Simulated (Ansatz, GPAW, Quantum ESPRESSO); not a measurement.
Co2Pd: 3 runs at one level of theory

```
CELL_PARAMETERS angstrom
2.63793 0.00000 0.00000
-1.31897 2.28451 0.00000
0.00000 0.00000 6.31934
ATOMIC_POSITIONS crystal
Pd 0.00000 0.00000 0.00000
Co 0.66667 0.33333 0.34978
Co 0.33333 0.66667 0.65022
```

The cell comes from a database or a generator and needn't be the stable form of this composition.

Alike in all runs: task single point; functional PBEsol; k mesh 12 × 12 × 4; occupations fermi-dirac, width 0.05 eV; collinear spin, ferromagnetic start; no spin-orbit coupling. Pressure is positive in compression and, in plane waves, holds the error of the finite cutoff.

| program and potentials | plane-wave cutoff (eV) | notes | band gap (eV) | pressure (GPa) | net moment per atom (μB) |
| --- | --- | --- | --- | --- | --- |
| GPAW, PAW data sets generated for this functional | 600 | 11.33 valence electrons an atom on average | ? | ? | ? |
| Quantum ESPRESSO, GBRV 1.5 PBEsol | 762 | 16.67 valence electrons an atom on average | no gap | -10.02 | 1.29 |
| Ansatz, all-electron LAPW, scalar-relativistic | - | - | no gap | -10.50 | 1.27 |

Estimate from the other rows what the run with GPAW, PAW data sets generated for this functional gave.

No band gap; pressure -10.38 GPa; net moment per atom 1.27 μB. The other rows, which needn't bracket it: pressure -10.50 to -10.02; net moment per atom 1.27 to 1.29.
